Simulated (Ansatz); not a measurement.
# PbS, first-principles data

PbS:
```xyz
4
Lattice="4.1238 0.0000 0.0000 -2.0619 3.5713 0.0000 0.0000 0.0000 7.3169" Properties=species:S:1:pos:R:3 pbc="T T T"
Pb     0.0000     0.0000     0.0000
Pb     0.0000     0.0000     3.6584
S      0.0000     2.3809     1.8292
S      2.0619     1.1904     5.4877
```

Space group P6_3/mmc (No. 194), NiAs type; conventional cell a = 4.124 Å, b = 4.124 Å, c = 7.317 Å, α = 90.00°, β = 90.00°, γ = 120.00°.

Method: HSE06 (plane waves, PAW; program Ansatz). The cell and atoms are relaxed at this level. Other levels are named where they apply.

### Cell and energy

- Volume per atom = 26.94 Å³
- Density = 7.37 g/cm³

### Electronic structure

Band gap: 0.30 eV (direct)
Valence-band maximum: at Γ
Conduction-band minimum: at Γ
Gap with spin–orbit coupling: 0.09 eV (at the special points and the edges found without it)

### Mechanics

* **Bulk modulus (Birch–Murnaghan fit)**: 54.8 GPa
* **Pressure derivative B′**: 4.2

### Charges

* **Bader charges**: Pb +1.07, S -1.07 e

The cell is a constructed one: a structure type filled with these elements; neither database checked (COD, Materials Project) lists it. It is not the phase usual at ambient conditions (space group No. 225). The HSE06 relaxation kept the symmetry of its start; whether a distortion lowers the energy is not shown. The hybrid was solved on a coarse mesh, the path and, where they were found, the r²SCAN edge points; its band edges are the extreme levels among these. Scalar-relativistic: spin–orbit coupling is off unless named, which matters more the heavier the elements.

Potentials: the later of the program's two PAW sets.
